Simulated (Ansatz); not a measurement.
All numbers below come from DFT PBE, scalar-relativistic, plane waves, PAW in Ansatz 0.2.0. All cells share a 420 eV cutoff and Γ-centred k meshes spaced at most about 0.3 Å⁻¹ (about 0.25 or finer for metals, 2π included). Collinear spin in cells that started with moments and kept them past the coarse steps, no spin elsewhere.

Temperature and zero-point effects are left out. All come from trial cells, and lower structures may exist.

Question: Order these relaxed structures of ZrPb₂O₃ by energy, lowest first, with the energy over the lowest of them.
A.

```
CELL_PARAMETERS angstrom
4.09468 0.00000 0.00000
-2.04734 3.54610 0.00000
0.00000 0.00000 9.09904
ATOMIC_POSITIONS crystal
Zr 0.00000 0.00000 0.00000
Pb 0.00000 0.00000 0.33183
Pb 0.00000 0.00000 0.66817
O 0.50000 0.00000 0.50000
O 0.00000 0.50000 0.50000
O 0.50000 0.50000 0.50000
```

B.

```
CELL_PARAMETERS angstrom
3.93849 0.00000 0.00000
0.00000 3.93849 0.00000
0.00000 0.00000 8.63239
ATOMIC_POSITIONS crystal
Zr 0.50000 0.50000 0.50000
Pb 0.00000 0.00000 0.00000
Pb 0.00000 0.00000 0.50000
O 0.00000 0.00000 0.75818
O 0.00000 0.00000 0.24182
O 0.50000 0.50000 0.00000
```

C.

```
CELL_PARAMETERS angstrom
6.23577 0.00000 0.00000
-3.11788 5.40033 0.00000
0.00000 0.00000 3.27355
ATOMIC_POSITIONS crystal
Zr 0.00000 0.00000 0.00000
Pb 0.66667 0.33333 0.00000
Pb 0.33333 0.66667 0.00000
O 0.50000 0.50000 0.50000
O 0.50000 0.00000 0.50000
O 0.00000 0.50000 0.50000
```

Answer: C (0 meV/atom), B (392 meV/atom), A (862 meV/atom). Forms: C P6/mmm, moments up to 1.1 μB; B P4/mmm, no spin; A P6/mmm, no spin. Counting O atoms around Pb and Zr (those within 1.25 times the shortest such distance or 1.15 times the sum of covalent radii, 1.27 where that leaves under three; a plus sign parts nearer from farther groups; the shortest distance is added where it exceeds 1.18 times the sum of covalent radii): C has Zr 12 from 3.5 Å, Pb 6; B has Zr 8+2 from 3.6 Å, Pb 2; A has Zr 12+12 from 5.0 Å, Pb 6 from 2.6 Å.

Spin–orbit coupling, which can matter for Pb, is left out. Another magnetic order may lie lower. Cells relaxed within their symmetry can be saddle points. Some types were kept out of the candidates beforehand, so the set may lack a known form.
